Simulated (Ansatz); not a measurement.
All numbers below come from Ansatz, DFT PBE, scalar-relativistic, plane waves, PAW. Settings: cutoff 420 eV, Γ-centred meshes spaced at most about 0.3 Å⁻¹, and about 0.25 Å⁻¹ or finer for metals (2π included), Gaussian smearing. No spin polarisation in the final relaxations.

These are static total energies at zero pressure. All come from trial cells, and lower structures may exist.

Question: Which of these relaxed structures of Hg2Se is the lowest in energy?
A.

```cif
data_structure
_symmetry_space_group_name_H-M 'P-3m1'
_symmetry_Int_Tables_number 164
_cell_length_a 4.1532
_cell_length_b 4.1532
_cell_length_c 5.1302
_cell_angle_alpha 90.000
_cell_angle_beta 90.000
_cell_angle_gamma 120.000
_cell_volume 76.64
loop_
_atom_site_label
_atom_site_type_symbol
_atom_site_symmetry_multiplicity
_atom_site_Wyckoff_symbol
_atom_site_fract_x
_atom_site_fract_y
_atom_site_fract_z
_atom_site_occupancy
Hg1 Hg 2 d 0.66667 0.33333 0.18223 1
Se1 Se 1 b 0.00000 0.00000 0.50000 1
```

B.

```cif
data_structure
_symmetry_space_group_name_H-M 'Fm-3m'
_symmetry_Int_Tables_number 225
_cell_length_a 6.9798
_cell_length_b 6.9798
_cell_length_c 6.9798
_cell_angle_alpha 90.000
_cell_angle_beta 90.000
_cell_angle_gamma 90.000
_cell_volume 340.04
loop_
_atom_site_label
_atom_site_type_symbol
_atom_site_symmetry_multiplicity
_atom_site_Wyckoff_symbol
_atom_site_fract_x
_atom_site_fract_y
_atom_site_fract_z
_atom_site_occupancy
Hg1 Hg 8 c 0.25000 0.75000 0.75000 1
Se1 Se 4 a 0.00000 0.00000 0.00000 1
```

Answer: A. It has the anti-cadmium iodide type, space group P-3m1 (No. 164); the next, B, with the anti-fluorite type, space group Fm-3m (No. 225), lies 124 meV/atom higher. Counting Se atoms around Hg (those within 1.25 times the shortest such distance or 1.15 times the sum of covalent radii; the shortest distance is added where it is long for a bond), the lowest has Hg 3 and the next has Hg 4 from 3.0 Å.

These runs have no spin–orbit coupling, which can matter for Hg. Cells relaxed within their symmetry can be saddle points. Some structure types and database cells were kept out of the candidates from the start, so a known form may be missing.
